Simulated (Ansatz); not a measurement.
Relaxed-ion elastic tensor of Rh (hcp (Mg type), P6_3/mmc) in GPa (Voigt order), plane-wave PAW LDA (Ansatz code); density 12.88 g/cm³, 13.27 Å³ per atom.

|  | 1 | 2 | 3 | 4 | 5 | 6 |
|---|---|---|---|---|---|---|
| 1 | 515 | 198 | 219 | 0.0 | 0.0 | 0.0 |
| 2 | 198 | 515 | 219 | 0.0 | 0.0 | 0.0 |
| 3 | 219 | 219 | 532 | 0.0 | 0.0 | 0.0 |
| 4 | 0.0 | 0.0 | 0.0 | 87.5 | 0.0 | 0.0 |
| 5 | 0.0 | 0.0 | 0.0 | 0.0 | 87.5 | 0.0 |
| 6 | 0.0 | 0.0 | 0.0 | 0.0 | 0.0 | 158 |

Task: Is the crystal mechanically stable?

Result: Yes: the smallest eigenvalue of C is 87.5 GPa.

Task: Work out the Voigt, Reuss and Hill averages.

Result: K_V = 315, K_R = 314, K_H = 315; G_V = 128, G_R = 119, G_H = 124 GPa.

Task: Give Young's modulus, Poisson's ratio, Pugh's ratio and the universal anisotropy index.

Result: E = 9KG/(3K + G) = 328 GPa; ν = 0.33; K/G = 2.55 (ductile by the Pugh limit of 1.75); A_U = 5G_V/G_R + K_V/K_R − 6 = 0.41.

Task: Estimate the sound speeds and the Debye temperature.

Result: v_l = √((K + 4G/3)/ρ) = 6100 m/s, v_t = √(G/ρ) = 3100 m/s, mean 3470 m/s; Θ = (h/k)(3n/4πV)^(1/3) v_m = 437 K.

Task: Solve the Christoffel equation for the three sound speeds along x, y, z.

Result: Eigenvalues of C_ijkl n_j n_l equal ρv². In km/s, slowest first: x 2.61, 3.51, 6.32; y 2.61, 3.51, 6.32; z 2.61, 2.61, 6.43.

Task: How much does each axis shrink under pressure?

Result: Linear compressibilities β_i = Σ_j S_ij (j = 1 to 3): x 1.1, y 1.1, z 0.97 per TPa.

The workflow started from a Materials Project entry (that database holds measured and hypothetical structures alike); the Crystallography Open Database copy checked does not list it. It is not the phase usual at ambient conditions (space group No. 225). The cell keeps a stress of up to 0.2 GPa. The LDA relaxation kept the symmetry of its start; its stability against distortions is not shown here. The run is not spin-polarised. As this level gives no gap, shear constants depend on the k-mesh and smearing (Fermi–Dirac, 0.1 eV here). On the denser mesh and wider smearing of the elastic run this cell carries a stress of 0.9 GPa.

Potentials: the later of the program's two PAW sets.
